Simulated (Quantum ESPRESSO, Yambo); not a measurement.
Quasiparticle gap of AlN

```
AlN
1.0
    3.11313     0.00000     0.00000
   -1.55656     2.69605     0.00000
    0.00000     0.00000     4.98281
N Al
2 2
Direct
  0.66667   0.33333   0.88097
  0.33333   0.66667   0.38097
  0.66667   0.33333   0.49903
  0.33333   0.66667   0.99903
```

Cell and atoms were relaxed with PBEsol from Materials Project entry mp-661, within its symmetry.

Starting point: PBEsol (Quantum ESPRESSO, PseudoDojo norm-conserving, 84 Ry, no spin-orbit coupling). G0W0 in Yambo: 6×6×4 Γ-centred k mesh, 77 bands and a 8 Ry block in the screening, 77 bands in G with the Bruneval-Gonze terminator, plasmon pole fitted at 27.2 eV.

```json
{
  "PBEsol gap along the band path": "4.10 eV",
  "PBEsol gap between the mesh's edge points (Γ → Γ)": "4.10 eV",
  "G0W0 gap between the same points": "5.58 eV"
}
```

```tsv
k point	band	E PBEsol (eV)	E QP (eV)	shift (eV)	Z
Γ	VB	0.00	-0.81	-0.81	0.80
Γ	CB	4.10	4.78	0.67	0.82
A	VB	-0.56	-1.44	-0.88	0.79
A	CB	6.36	7.20	0.84	0.82
M	VB	-0.70	-1.61	-0.90	0.79
M	CB	5.68	6.39	0.72	0.84
L	VB	-1.38	-2.38	-1.00	0.79
L	CB	5.18	5.85	0.67	0.83
K	VB	-2.41	-3.53	-1.11	0.79
K	CB	4.90	5.50	0.60	0.84
H	VB	-0.80	-1.74	-0.94	0.79
H	CB	7.28	8.20	0.91	0.82
```

Energies count from the PBEsol valence-band maximum.

Nearest settings tried, and what they do to the gap: 49 bands in W, 49 bands in G: -6 meV; 3 Ry block (35 vectors against 123): -358 meV. Not varied: mesh. So the settings aren't converged at that level.
